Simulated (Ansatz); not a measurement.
Relaxed Al₂Au (fluorite type, space group Fm-3m):

```xyz
6
Lattice="0.0000 6.0599 6.0599 3.0300 0.0000 3.0300 3.0300 3.0300 0.0000" Properties=species:S:1:pos:R:3 pbc="T T T"
Al     1.5150     1.5150     1.5150
Al     1.5150     4.5449     4.5449
Al     4.5449     4.5449     4.5449
Al     4.5449     7.5749     7.5749
Au     0.0000     0.0000     0.0000
Au     3.0300     6.0599     3.0300
```

A phonon eigenvector at L = (0.5, 0.0, 0.0) is frozen into this cell: atom i moves by Q times the vector below, so Q is the largest atomic displacement, in Å. The cell is held. (q is in reciprocal vectors of the primitive cell; the cell shown is doubled to hold the pattern.)

```json
[
 {"atom": "Al1", "x": "0.154", "y": "-0.154", "z": "-0.154"},
 {"atom": "Al2", "x": "-0.154", "y": "0.154", "z": "0.154"},
 {"atom": "Al3", "x": "-0.154", "y": "0.154", "z": "0.154"},
 {"atom": "Al4", "x": "0.154", "y": "-0.154", "z": "-0.154"},
 {"atom": "Au5", "x": "-0.577", "y": "0.577", "z": "0.577"},
 {"atom": "Au6", "x": "0.577", "y": "-0.577", "z": "-0.577"}
]
```

Calculation: PBE (plane waves to 420 eV, PAW, scalar-relativistic; Ansatz, a first-principles code). k mesh 13×13×13 (Γ-centred), Fermi-Dirac smearing 0.05 eV. E stands for the smeared free energy. With partly filled bands, energies and forces of such displacements shift with the k mesh and the smearing. Al2Au was relaxed with its symmetry unable to fall. Spin-orbit coupling is left out, though Au is heavy. The zero of ΔE is the undisplaced structure. The last digit holds for this mesh only.

| Q (Å) | ΔE (meV/cell) |
|---|---|
| -0.2800 | 756.5 |
| -0.2333 | 529.5 |
| -0.1867 | withheld |
| -0.1400 | 192.9 |
| -0.0933 | 86.0 |
| -0.0467 | 21.6 |
| 0.0000 | 0.0 |
| 0.0467 | 21.6 |
| 0.0933 | 86.0 |
| 0.1400 | 192.9 |
| 0.1867 | withheld |
| 0.2333 | 529.5 |
| 0.2800 | 756.5 |

Q: Fit an even polynomial form (powers 2, 4) to the given rows and predict ΔE at Q = 0.1867.

A: Least squares on the 11 given rows: ΔE = (9907)·Q² + (-3289)·Q⁴, in meV/cell with Q in Å; root-mean-square residual 0.01 meV/cell. At 0.1867 the fit gives 341.3 meV/cell; the calculation gives 341.2 meV/cell, so the interpolation is off by 0.1 (+0.0 %). The quadratic term alone would give 345.3 meV/cell.

(A displaced cell: forces are minus the slopes of the energy, force constants its curvatures, and phonons follow from these.)
